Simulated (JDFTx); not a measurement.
Reference run:

System: Pt(110) (Fm-3m bulk; lattice of mp-126, not re-optimised at this level), 1x1 cell of 5 atoms in 5 planes, area 10.99 Å² a face, 5.6 Å between the outermost planes in a cell 21.6 Å high; k mesh 6×8×1, Fermi width 0.01 Ha, no spin polarisation.

Reference level: PBE, GBRV ultrasoft potentials, plane waves to 20/100 Ha, in a modified build of JDFTx. Unrelaxed; liquid: CANDLE, water, 1 M NaF. The electron chemical potential μ is absolute (zero in the bulk liquid) and is turned into a potential by U = −μ/e − 4.44 V vs SHE, a convention.

```json
[
 {"run": "run 1", "F per atom, vacuum (eV)": "-2420.719", "TS per atom (eV)": "1.083", "k states": "20", "plane waves per k": "6845", "work function (eV)": "5.22", "U_pzc (V)": "0.49"},
 {"run": "run 2 (reference)", "F per atom, vacuum (eV)": "-2420.269", "TS per atom (eV)": "0.353", "k states": "20", "plane waves per k": "6845", "work function (eV)": "5.27", "U_pzc (V)": "0.55"},
 {"run": "run 3", "F per atom, vacuum (eV)": "-2420.122", "TS per atom (eV)": "0.112", "k states": "20", "plane waves per k": "6845", "work function (eV)": "5.28", "U_pzc (V)": "0.56"},
 {"run": "run 4", "F per atom, vacuum (eV)": "-2420.085", "TS per atom (eV)": "0.044", "k states": "20", "plane waves per k": "6845", "work function (eV)": "5.28", "U_pzc (V)": "0.56"}
]
```

Question: One setting differs between these runs. Which?
A. cell height
B. functional
C. k mesh
D. Fermi smearing width

Answer: D, Fermi smearing width. The values, in order: 0.02 Ha; 0.01 Ha; 0.005 Ha; 0.003 Ha.
